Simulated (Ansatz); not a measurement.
Given:

TaSi2:
```cif
data_Si6Ta3
_chemical_formula_sum 'Si6 Ta3'
_space_group_name_H-M_alt 'P6222'
_space_group_IT_number 180
_space_group_name_Hall 'P 62 2 (0 0 4)'
_cell_length_a 4.76193
_cell_length_b 4.76193
_cell_length_c 6.55306
_cell_angle_alpha 90.000
_cell_angle_beta 90.000
_cell_angle_gamma 120.000
loop_
_atom_site_label
_atom_site_type_symbol
_atom_site_symmetry_multiplicity
_atom_site_Wyckoff_symbol
_atom_site_fract_x
_atom_site_fract_y
_atom_site_fract_z
_atom_site_occupancy
Si1 Si 6 j 0.31820 0.15910 0.16667 1
Ta1 Ta 3 d 0.50000 0.00000 0.50000 1
```

This is the PBEsol-relaxed structure.

Problem. All from plane-wave PAW PBEsol (Ansatz code), unless another level is named. Give the electronic character.

Solution. metallic (no gap).

Problem. Predict the formation energy from the elements (no fitted shifts).

Solution. -56 kJ/mol of atoms.

Problem. What about the density of states at the Fermi level?

Solution. 0.36 states/eV per atom (mean over ±0.08 eV).

Problem. Next, the gap with spin–orbit coupling?

Solution. none (metallic).

Space group P6_222. The cell was relaxed with PBEsol under the symmetry of its start. No spin polarisation was allowed. The references are the lowest solids computed at this level, not always the standard phases. Scalar-relativistic: spin–orbit coupling is off unless named, which matters more the heavier the elements.

Potentials: the later of the program's two PAW sets.
